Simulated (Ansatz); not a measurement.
Input:

ZrTa:
```yaml
crystal:
  lattice:
    - [4.64823, 0.00000, 0.00000]
    - [0.00000, 3.49910, 0.00000]
    - [0.00000, 0.00000, 4.89322]
  atoms:
    - { symbol: Ta, position: [0.25000, 0.00000, 0.80614] }
    - { symbol: Ta, position: [0.75000, 0.00000, 0.19386] }
    - { symbol: Zr, position: [0.25000, 0.50000, 0.27640] }
    - { symbol: Zr, position: [0.75000, 0.50000, 0.72360] }
```

This is the PBEsol-relaxed structure.

All from PBEsol in the plane-wave PAW code Ansatz, unless another level is named. Estimate the formation energy from the elements (no fitted shifts).

15 kJ/mol-atom.

Predict the density of states at the Fermi level.

1.2 states/eV per atom (mean over ±0.08 eV).

Space group Pmma. The start of the workflow was typed in or built on a structure type; neither database checked (COD, Materials Project) lists it. Its standing as an ambient phase is unchecked. Symmetry was held in the PBEsol relaxation; its stability against distortions is not shown here. The run is not spin-polarised. Its formation energy is positive at this level, so the cell may be metastable or incomplete. The references are the lowest solids computed at this level, not always the standard phases. Spin–orbit coupling is left out wherever it is not named.

Potentials: the later of the program's two PAW sets.
